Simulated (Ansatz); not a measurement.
Values for one crystal, relaxed and computed with LDA in the plane-wave PAW code Ansatz; other levels are named.

```yaml
volume_per_atom: 27.21 Å³
electronic_character: metallic (no gap)
zone_centre_stability: no imaginary mode at Γ
Density of states at the Fermi level: 0.73 states/eV per atom (mean over ±0.08 eV)
mechanical_stability: unstable (C has a negative eigenvalue)
highest_zone_centre_frequency: 112 cm^-1
Formation energy from the elements (no fitted shifts): -0.18 eV/atom
```

**Question.** Which of these materials gives this?
(A) BiSe, rock salt
(B) NbC, rock salt
(C) FeBiO3, P4mm (Fe on 1a, Bi on 1b, O on 1a, O on 2c)
(D) LaSb, rock salt

**Answer.** A, BiSe, rock salt

Space group Fm-3m (rock salt). The first step of the workflow began from a Materials Project structure, measured or hypothetical; the Crystallography Open Database files this formula in space group No. 225, but the cells were not matched. Whether it is the stable phase at ambient conditions was not checked. Symmetry was held in the LDA relaxation. With an odd number of electrons in the cell and no spin polarisation, the count alone makes it a metal. As this level gives no gap, phonon frequencies hold no LO–TO term and depend on the k-mesh and smearing (Fermi–Dirac, 0.1 eV here). The references are the lowest solids computed at this level, not always the standard phases. Scalar-relativistic: spin–orbit coupling is off unless named, which matters more the heavier the elements.

Potentials: the later of the program's two PAW sets.
